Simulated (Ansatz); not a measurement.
**C (Fmmm), an elastic constant from a strain scan**

The calculation used DFT LDA, scalar-relativistic, plane waves, PAW in Ansatz 0.2.0. Cutoff 420 eV, Γ-centred 16×16×16 k-points, Gaussian smearing of 0.03 eV. No spin polarisation. Energies are free energies at this smearing, counted from the undisturbed cell; pressure is positive in compression.

The starting cell (relaxed at this level; this form isn't the usual structure):

```
CELL_PARAMETERS angstrom
0.00000 2.11665 3.35975
1.22278 0.00000 3.35975
1.22278 2.11665 0.00000
ATOMIC_POSITIONS crystal
C 0.16671 0.83329 0.16671
C 0.83329 0.16671 0.83329
```

The cell holds layers and no dispersion correction was added, so their binding is poorly described.

The cell is strained by ε times the Voigt pattern (1, 0, 0, 0, 0, 0) (xx, yy, zz, yz, xz, xy; engineering shear) with fractional coordinates fixed. The cell holds 2 atoms in V0 = 17.39 Å³. The stress column is τ = (1/V0) dE/dε, got from the stress tensor σ (compression positive) at each point as −det(1 + εP) σ : P(1 + εP)⁻¹, with P the pattern as a tensor.

```
      ε  ΔE (meV/atom)  τ (GPa)
-0.0600        123.776  -80.711
-0.0450         67.562  -57.778
-0.0300         29.208  -36.814
-0.0150          7.137  -17.664
 0.0000          0.000   -0.116
 0.0150          6.506   15.844
 0.0300         25.398   30.344
 0.0450         55.542   43.484
 0.0525         74.485   49.571
 0.0600              ?        ?
```

Task: Which combination of elastic constants does this scan measure, and how large is it?

Result: For small ε, τ = τ0 + Kε with K = pᵀCp, which for this pattern is C11 in the Cartesian frame shown. The parabola through τ at ε = -0.0150, 0 and 0.0150 has slope K = 1117 GPa at zero. The energies per cell, E = NΔE, of the same two points give K = 2[E(ε₊)/ε₊ − E(ε₋)/ε₋]/[(ε₊ − ε₋)V0] = 1117 GPa, in agreement. These are clamped-ion values.

Task: Predict the withheld row at ε = 0.0600 from the harmonic law, and compare.

Result: ΔE = V0(τ0 ε + Kε²/2)/N = 108.739 meV/atom and τ = 66.90 GPa. The calculation gives 95.847 meV/atom and 55.35 GPa: the energy lies 12 % below the harmonic value, as bonds soften when stretched.

Forces appear on the atoms along this scan, and letting them relax would lower the energy and soften the response.